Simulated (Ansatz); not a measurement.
## Stability checks on a candidate for Ti3Al4Ni

The structure comes from a generated guess, relaxed at this level; another structure or a mixture of phases may lie lower.

Method: DFT PBE, scalar-relativistic, plane waves, PAW (Ansatz). The final run on the 8-atom cell used 420 eV, a Γ-centred 6×6×10 mesh, 0.10 eV smearing and no spin polarisation.

```cif
data_structure
_symmetry_space_group_name_H-M 'P4/mmm'
_symmetry_Int_Tables_number 123
_cell_length_a 5.8200
_cell_length_b 5.8200
_cell_length_c 3.6196
_cell_angle_alpha 90.000
_cell_angle_beta 90.000
_cell_angle_gamma 90.000
_cell_volume 122.61
loop_
_atom_site_label
_atom_site_type_symbol
_atom_site_symmetry_multiplicity
_atom_site_Wyckoff_symbol
_atom_site_fract_x
_atom_site_fract_y
_atom_site_fract_z
_atom_site_occupancy
Ti1 Ti 1 b 0.00000 0.00000 0.50000 1
Ti2 Ti 2 e 0.00000 0.50000 0.50000 1
Al1 Al 4 j 0.73150 0.73150 0.00000 1
Ni1 Ni 1 d 0.50000 0.50000 0.50000 1
```

The zero of energy is the elements' standard structures at the same level; no fitted shifts are applied.

Problem. These tests were run: energy against the elements; phonons on a 1×1×2 q mesh. What do they show?

Solution.

```tsv
test	result
energy against the elements	−0.38 eV/atom
phonons on a 1×1×2 q mesh	no imaginary mode on the mesh
```

It fails none of these tests. Other phases of the system weren't compared here, so this isn't yet thermodynamic stability.

Trial moments died out on the coarse mesh, so the last step has no spin; another magnetic start might hold. The run for the phonons used a 6×6×10 k mesh and Fermi–Dirac smearing of 0.15 eV.
